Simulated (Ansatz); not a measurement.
MgH2:
```cif
data_H4Mg2
_chemical_formula_sum 'Mg2 H4'
_space_group_name_H-M_alt 'P42/mnm'
_space_group_IT_number 136
_space_group_name_Hall '-P 4n 2n'
_cell_length_a 4.47745
_cell_length_b 4.47745
_cell_length_c 3.00762
_cell_angle_alpha 90.000
_cell_angle_beta 90.000
_cell_angle_gamma 90.000
loop_
_atom_site_label
_atom_site_type_symbol
_atom_site_symmetry_multiplicity
_atom_site_Wyckoff_symbol
_atom_site_fract_x
_atom_site_fract_y
_atom_site_fract_z
_atom_site_occupancy
Mg1 Mg 2 a 0.00000 0.00000 0.00000 1
H1 H 4 f 0.30442 0.30442 0.00000 1
```

Relaxed with PBEsol.

**Question.** Decompose the optical modes at the zone centre into irreducible representations, and say which are infrared and Raman allowed.

**Answer.** Point group 4/mmm: Γ_opt = A1g + A2g + A2u + B1g + 2B1u + B2g + Eg + 3Eu. Infrared: A2u, Eu. Raman: A1g, B1g, B2g, Eg.

**Question.** Assign frequencies (DFPT, the program Ansatz at the PBEsol level (PAW); without the LO–TO term).

**Answer.** B1u 181, B1g 238, Eu 298, Eu 489, A2g 738, A2u 881, Eg 989, B1u 1122, Eu 1208, A1g 1310, B2g 1473 cm⁻¹.

Subscripts of B labels follow the axes of the standard setting.

Space group P4_2/mnm (rutile). The cell was relaxed with PBEsol under the symmetry of its start; of distortions, only those at the zone centre were tested.

Potentials: the later of the program's two PAW sets.
